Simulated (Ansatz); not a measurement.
## Structure relaxation, FeSi

The start is a generated trial cell of FeSi in the AFLOW prototype AB_tP4_129_c_c (B11, as in TiCu). Cell shape, volume and atoms are optimised at zero target pressure with PBE (plane waves to 420 eV, PAW, scalar-relativistic; Ansatz, a program for electronic structure). The first steps use a coarse 8×8×4 k-mesh.

Starting cell:
```
FeSi
1.0
    3.03227     0.00000     0.00000
    0.00000     3.03227     0.00000
    0.00000     0.00000     5.77663
Fe Si
2 2
Direct
  0.50000   0.00000   0.65000
  0.00000   0.50000   0.35000
  0.50000   0.00000   0.10000
  0.00000   0.50000   0.90000
```
Spin-polarised start, with parallel moments on Fe.

Q: How large is the pressure on the unrelaxed cell, and of which sign?

A: -12 GPa (negative: the cell is under tension).

Q: What is the largest force in the starting geometry, and on which atom (counted from 1)?

A: About 2.5 eV/Å, on Si3, Si4 (atoms numbered as listed).

Q: How much energy is released per atom?

A: 0.42 eV/atom.

Q: How does the volume per atom move from start to end?

A: -12.4 %, from 13.28 to 11.64 Å³/atom.

Q: What band gap does the relaxed structure have at this level?

A: No gap (metallic).

Q: What magnetic moments remain?

A: Net 0.81 μB/atom, ferromagnetic.

Q: Give the final cell and atomic positions.

A: 
Space group P4/nmm, origin choice 1 (No. 129); a = b = 3.076 Å, c = 4.919 Å, α = β = γ = 90.00°

```tsv
atom	site	symmetry	x	y	z
Fe	2c	4mm	0.0000	0.5000	0.3483
Si	2c	4mm	0.5000	0.0000	0.1460
```

The space group stays P4/nmm (No. 129) (the run could not lower it); the end is AFLOW prototype AB_tP4_129_c_c (B11, as in TiCu), with 4 atoms in the primitive magnetic cell. Final values are on a 15×15×10 k-mesh of the relaxed cell. Spin state reached: ferromagnetic (net 0.81 μB/atom), from parallel starting moments; other spin orders were not run from this start.

The run could not lose the symmetry of its start; a randomly shaken copy of 8 atoms returns to this structure.

The relaxed structure here is a generated cell of FeSi: the first start was made by placing the elements on the sites of a structure type, and the end was not matched to a known phase here, so it may be hypothetical.
